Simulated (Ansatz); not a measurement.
An input for the plane-wave PAW code Ansatz:

```yaml
crystal:
  lattice:
    - [3.5140222445, 0.0, 0.0]
    - [-1.7570111223, 3.0432325332, 0.0]
    - [0.0, 0.0, 5.4169366373]
  atoms:
    - { symbol: Lu, position: [0.3333333333, 0.6666666667, 0.75] }
    - { symbol: Lu, position: [0.6666666667, 0.3333333333, 0.25] }
basis:
  ecutwfc: 500
  ecutrho_ratio: 4
kpoints:
  mp_grid: { grid: [14, 14, 8] }
hamiltonian:
  xc: r2scan
scf:
  occupations: { method: gaussian, width: 0.05 }
output:
  forces: true
  stress: true
  eigenvalues: true
relax:
  f_tol: 0.02
  max_steps: 40
  cell: { stress_tol: 0.2, fix: [volume] }
```

Problem. Before reading the output: what should come out?

Solution. Energy lowered by 0.5 meV/atom, pressure 0.0 GPa, gap on the mesh zero (metallic) (r²SCAN, scalar-relativistic).

What the program printed, in part:

```
band count auto-derived: 31, from the close of a first SCF at 30 (N_el = 50.0; filled up to band 25; 30 by the electrons, moments and atoms)
Pseudopotentials: kind: paw
Pseudopotential: Lu, paw, valence charge 25, recommended cutoff 500 eV (meta_gga), Lu.paw.azcp
Crystal: 2 atoms, lattice volume = 57.929 Å³
Basis set: ecut = 500 eV, 1459 PW (Γ), exchange–correlation on 108×108×160 points (64 copies of the dense FFT grid, shifted against one another)
Bands: 30, of which v1, the nominal top of the filled ones, is band 25 counted from 1 (24 counted from 0)
Symmetry: 24 space group operations
Space group: P63/mmc (ITA 194), of the structure as read, at distance tolerance 3.9e-5 Å
k-points: 120 of 1568
Initial density: superposition of atomic densities (neutral atoms: chi_scale 0, normalization atom), corrected by the library's trained network
Initial wavefunctions: pseudopotential atomic-orbital guess
Functional: x = r2scan, c = r2scan; τ floored in thin density (d = 2e-4 eV/Å³)
```

```
SCF iter   1: F=—  HF=-29487.406060 eV  |F-HF|=—  |Δ(HF+E_count)|=         —  Δρ=9.25e-3  dr2=3.02e-2  dr2_τ=2.08e-2  ethr=1.77e-3  ⟨swp⟩=5.8  Hψ=14550  notcnv=0
SCF iter   2: F=—  HF=-29487.405915 eV  |F-HF|=—  |Δ(HF+E_count)|=   1.46e-4  Δρ=6.54e-3  dr2=1.12e-2  dr2_τ=4.50e-3  ethr=6.04e-5  ⟨swp⟩=4.0  Hψ=11382  notcnv=0  defer=72
SCF iter   3: F=—  HF=-29487.393716 eV  |F-HF|=—  |Δ(HF+E_count)|=   1.22e-2  Δρ=3.57e-3  dr2=3.23e-3  dr2_τ=2.89e-4  ethr=2.25e-5  ⟨swp⟩=2.6  Hψ=8179  notcnv=0  defer=72
SCF iter   4: F=—  HF=-29487.395862 eV  |F-HF|=—  |Δ(HF+E_count)|=   2.15e-3  Δρ=7.80e-4  dr2=3.15e-4  dr2_τ=1.29e-5  ethr=6.47e-6  ⟨swp⟩=2.0  Hψ=6684  notcnv=0  defer=72
SCF iter   5: F=—  HF=-29487.395788 eV  |F-HF|=—  |Δ(HF+E_count)|=   7.38e-5  Δρ=2.34e-4  dr2=3.90e-5  dr2_τ=2.16e-6  ethr=6.31e-7  ⟨swp⟩=2.0  Hψ=6524  notcnv=0  defer=72
SCF iter   6: F=—  HF=-29487.395795 eV  |F-HF|=—  |Δ(HF+E_count)|=   6.39e-6  Δρ=5.42e-5  dr2=1.07e-6  dr2_τ=4.77e-7  ethr=7.80e-8  ⟨swp⟩=2.0  Hψ=6049  notcnv=0  defer=72
SCF iter   7: F=-29487.395792 eV  HF=-29487.395792 eV  |F-HF|=3.33e-8  |Δ(HF+E_count)|=   2.64e-6  Δρ=6.24e-6  dr2=1.83e-8  dr2_τ=1.98e-9  ethr=2.00e-10  ⟨swp⟩=7.5  Hψ=22874  notcnv=0
SCF 1, on 30 bands, converged in 7 iterations: F = -29487.395792 eV; the run's SCF on all bands comes behind
SCF iter   1: F=—  HF=-29487.395791 eV  |F-HF|=—  |Δ(HF+E_count)|=         —  Δρ=6.50e-6  dr2=1.96e-8  dr2_τ=1.99e-9  ethr=6.06e-9  ⟨swp⟩=5.1  Hψ=29471  notcnv=0
SCF iter   2: F=-29487.395792 eV  HF=-29487.395792 eV  |F-HF|=2.09e-8  |Δ(HF+E_count)|=   1.13e-6  Δρ=5.91e-6  dr2=1.51e-8  dr2_τ=1.85e-9  ethr=3.91e-11  ⟨swp⟩=7.5  Hψ=19389  notcnv=0
...
SCF 2 converged in 2 iterations: F = -29487.395792 eV  dr2 = 1.51e-8
SCF 3 converged in 6 iterations: F = -29487.396736 eV  dr2 = 1.72e-7
...
SCF iter   4: F=—  HF=-29487.396737 eV  |F-HF|=—  |Δ(HF+E_count)|=   5.02e-9  Δρ=1.85e-6  dr2=1.46e-9  dr2_τ=3.72e-10  ethr=1.14e-11  ⟨swp⟩=2.4  Hψ=7397  notcnv=0
SCF iter   5: F=—  HF=-29487.396737 eV  |F-HF|=—  |Δ(HF+E_count)|=   2.55e-9  Δρ=1.06e-6  dr2=7.34e-10  dr2_τ=2.32e-11  ethr=2.92e-12  ⟨swp⟩=2.0  Hψ=6576  notcnv=0
SCF iter   6: F=-29487.396737 eV  HF=-29487.396737 eV  |F-HF|=2.55e-11  |Δ(HF+E_count)|=  1.42e-10  Δρ=1.30e-7  dr2=7.29e-12  dr2_τ=2.71e-12  ethr=1.00e-12  ⟨swp⟩=4.0  Hψ=17739  notcnv=0
SCF 4 converged in 6 iterations: F = -29487.396737 eV  dr2 = 7.29e-12
```

```
SCF converged after 6 iterations
Free energy (F): -29487.396737 eV
E sigma→0 (E₀):  -29487.394979 eV
Entropy (-TS):   -0.003516 eV (-1.758 meV/atom)
Fermi energy:    13.722547 eV
--- Forces (eV/Å), atoms counted from 1 ---
  atom   1  Lu     0.00000000     0.00000000     0.00000000
  atom   2  Lu     0.00000000     0.00000000     0.00000000
--- Stress (GPa, compression-positive) ---
        0.003199       0.000000       0.000000
        0.000000       0.003199       0.000000
        0.000000       0.000000       0.016942
  P = ⅓ Tr σ = 0.0078 GPa (0.078 kbar)
--- Band table (eV; the first three rows and the last of 120) ---
  k-point 0: bands = ["-44.0719", "-44.0320", "-14.4117", "-13.9552", "-13.9552", "-13.8673", "-13.8673", "-13.8389", "7.4175", "8.7344", "8.7457", "8.7543", "8.7779", "8.7779", "8.7842", "8.7842", "8.7967", "8.7967", "8.8034", "8.8290", "8.8290", "8.8499", "8.8544", "11.3171", "14.2937", "16.1631", "16.1631", "16.6776", "16.9734", "16.9734", "17.5110"]
  k-point 1: bands = ["-44.0704", "-44.0335", "-14.3910", "-13.9519", "-13.9519", "-13.8707", "-13.8707", "-13.8620", "7.5399", "8.7305", "8.7513", "8.7522", "8.7689", "8.7689", "8.7904", "8.7904", "8.7960", "8.7960", "8.8027", "8.8334", "8.8334", "8.8501", "8.8542", "11.1507", "14.2881", "16.0891", "16.0891", "16.5388", "16.8544", "16.8544", "17.7252"]
  k-point 2: bands = ["-44.0661", "-44.0378", "-14.3318", "-13.9424", "-13.9424", "-13.9271", "-13.8802", "-13.8802", "7.8970", "8.7268", "8.7440", "8.7614", "8.7614", "8.7634", "8.7786", "8.7786", "8.8001", "8.8114", "8.8114", "8.8395", "8.8395", "8.8506", "8.8538", "10.6639", "14.3702", "15.9827", "15.9827", "16.1592", "16.5807", "16.5807", "18.2360"]
  k-point 119: bands = ["-44.0325", "-44.0325", "-14.2926", "-14.2926", "-14.1373", "-14.1373", "-13.9326", "-13.9326", "8.7717", "8.7717", "8.7752", "8.7752", "8.7808", "8.7808", "8.7878", "8.7878", "8.7994", "8.7994", "8.8049", "8.8049", "8.8302", "8.8302", "12.8774", "12.8774", "13.5637", "13.5637", "14.0532", "14.0532", "17.4261", "17.4261", "19.4983"]
--- Relaxed structure (2 steps of the walk, 2 accepted, 1 SCFs on fresh bases) ---
  F+E_penalty+E_count = -29487.39673661 eV   max|allowed force component| = 5.782e-17 eV/Å   (the final SCF, on the basis selected at the relaxed cell)
  cell:  # Å, volume = 57.9286 Å³
    - [3.50280, 0.00000, 0.00000]
    - [-1.75140, 3.03352, 0.00000]
    - [0.00000, 0.00000, 5.45170]
  atoms:
    - { symbol: Lu, position: [0.33333, 0.66667, 0.75000] }
    - { symbol: Lu, position: [0.66667, 0.33333, 0.25000] }
```

Spin–orbit coupling, which matters for such heavy elements, is left out.
